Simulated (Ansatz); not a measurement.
# Calculated ¹¹B NMR of the central transition for BN

Cell: an entry of the Crystallography Open Database (COD), its atoms then relaxed with PBE in this cell.

```cif
data_structure
_symmetry_space_group_name_H-M 'P 1'
_symmetry_Int_Tables_number 1
_cell_length_a 2.4982
_cell_length_b 2.4982
_cell_length_c 6.6357
_cell_angle_alpha 90.000
_cell_angle_beta 90.000
_cell_angle_gamma 120.000
_cell_volume 35.87
loop_
_atom_site_label
_atom_site_type_symbol
_atom_site_fract_x
_atom_site_fract_y
_atom_site_fract_z
_atom_site_occupancy
B1 B 0.33333 0.66667 0.25000 1
B2 B 0.66667 0.33333 0.75000 1
N3 N 0.33333 0.66667 0.75000 1
N4 N 0.66667 0.33333 0.25000 1
```

Atoms are numbered from 1 in the order listed; like atoms form one site, named after its first atom.

All values are calculated (Ansatz; DFT, LDA, plane waves and PAW, scalar-relativistic, 420 eV cutoff, Γ-centred 14×14×5 k-points, Fermi–Dirac smearing 0.02 eV), not measured.

¹¹B has I = 3/2 and Q = 40.59 mb (Pyykkö 2018); at 18.8 T its Larmor frequency is ν₀ = 256.9 MHz. Only the quadrupole interaction is simulated: positions count from each site's isotropic chemical shift, and J coupling is left out, as are shift anisotropy and dipolar coupling, which fast spinning averages.

Task: What does the ¹¹B spectrum (fast magic-angle spinning) show for each site?

Result: 

| site | first shell | C_Q (MHz) | η | P_Q (MHz) | δ_QIS (ppm) | breadth (kHz) |
| --- | --- | --- | --- | --- | --- | --- |
| B | 3 N at 1.44 Å | 2.80 | 0.00 | 2.80 | -2.98 | 1.64 |

δ_QIS = −(ν_Q²/30ν₀²)[I(I+1) − 3/4](1 + η²/3) × 10⁶ ppm with ν_Q = 3|C_Q|/[2I(2I−1)]; it falls as 1/B₀² in ppm, and the breadth as 1/B₀ in kHz.

An axis of threefold or higher order runs through B, so V_zz lies along it and η is zero.
